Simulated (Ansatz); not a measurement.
Pb₂Au:
```
CELL_PARAMETERS angstrom
     -3.66068     3.66068     2.83877
      3.66068    -3.66068     2.83877
      3.66068     3.66068    -2.83877
ATOMIC_POSITIONS crystal
  Pb 0.15960 0.65960 0.81920
  Pb 0.84040 0.34040 0.18080
  Pb 0.34040 0.15960 0.50000
  Pb 0.65960 0.84040 0.50000
  Au 0.75000 0.75000 0.00000
  Au 0.25000 0.25000 0.00000
```

Relaxed with PBEsol. Special points in fractions of this cell's reciprocal vectors: Γ (0.000, 0.000, 0.000); X (0.000, 0.000, 0.500); M (-0.500, 0.500, 0.500); Z (0.400, 0.400, -0.400); Z0 (-0.400, 0.600, 0.400); P (0.250, 0.250, 0.250); N (0.000, 0.500, 0.000).

Problem. List the band energies nearest the Fermi level at these points for PBEsol (plane waves, PAW; program Ansatz).

Solution. In eV from the Fermi level; about four levels below and three above (degenerate sets whole), none deeper than 8.9 eV; points with the same levels are listed once.

| k | below | above |
|---|---|---|
| Γ | -1.54 -1.54 -1.50 -1.09 | 0.05 1.29 1.83 |
| X | -2.02 -1.92 -0.94 -0.55 | 1.41 2.82 3.41 |
| M | -3.42 -3.42 -1.57 -0.95 | 1.03 1.40 1.40 |
| Z | -3.55 -3.55 -1.63 -1.32 | 0.02 0.04 0.04 |
| P | -2.40 -2.40 -1.70 -1.70 | 0.30 0.30 1.15 1.15 |
| N | -3.44 -3.44 -1.33 -1.33 | 0.31 0.31 1.71 1.71 |

Space group I4/mcm. The first step of the workflow began from a Materials Project structure, measured or hypothetical; the Crystallography Open Database files this formula in space group No. 140, but the cells were not matched. Its standing as an ambient phase is unchecked. The cell was relaxed with PBEsol under the symmetry of its start; of distortions, only those at the zone centre were tested. Scalar-relativistic: spin–orbit coupling is off unless named, which matters more the heavier the elements.

Potentials: the later of the program's two PAW sets.
